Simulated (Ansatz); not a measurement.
A relaxed cell of Ti2W3 is given with its symmetry left out. The cell was found from a structure generator's guess, not taken from experiment.

Level of theory: DFT PBE, scalar-relativistic, plane waves, PAW (Ansatz). Cutoff 420 eV, Γ-centred mesh, Gaussian smearing, no spin polarisation.

```
Ti W
1.0
     0.00000    2.27429   11.39978
     1.58625    0.00000   11.39978
     1.58625    2.27429    0.00000
Ti W
2 3
Direct
  0.19546 0.19546 0.80454
  0.80454 0.80454 0.19546
  0.00000 0.00000 0.00000
  0.59767 0.59767 0.40233
  0.40233 0.40233 0.59767
```

Energies over the elements count from the elements' standard structures at the same level, with no fitted energy shifts.

(1) What space group does it have?

(2) What is its formation energy per atom?

(3) Is it a metal?

Answers

(1) Fmmm (No. 69), with Ti and W ordered on bcc sites. Conventional cell: a = 3.173 Å, b = 4.549 Å, c = 22.800 Å. Around Ti lie 2 W at 2.74 Å, 4 Ti at 2.77 Å, 2 Ti at 2.95 Å, 2 Ti at 3.17 Å, 2 W at 3.18 Å and 2 Ti at 3.37 Å; around W on a site of symmetry mmm lie 8 W at 2.73–2.77 Å and 6 W at 3.17–3.18 Å; W on a site of symmetry mm2 is surrounded by 6 W at 2.73–2.77 Å, 2 Ti at 2.74 Å, 4 W at 3.17–3.18 Å and 2 Ti at 3.18 Å.

(2) +0.01 eV/atom. The formation energy is too near zero to say whether this cell lies below the elements.

(3) Yes, bands cross the Fermi level on the 14×14×14 mesh.

The last run used a 14×14×14 mesh for its 5-atom cell and Gaussian smearing of 0.10 eV. The k mesh leaves some 4 meV/atom of noise in the energy of each metallic cell. Spin–orbit coupling, which can matter for W, is left out. A later test with randomly moved atoms ended 2 meV/atom lower on a coarse mesh, in C2/m at a loose tolerance, which is no clear verdict on its stability.
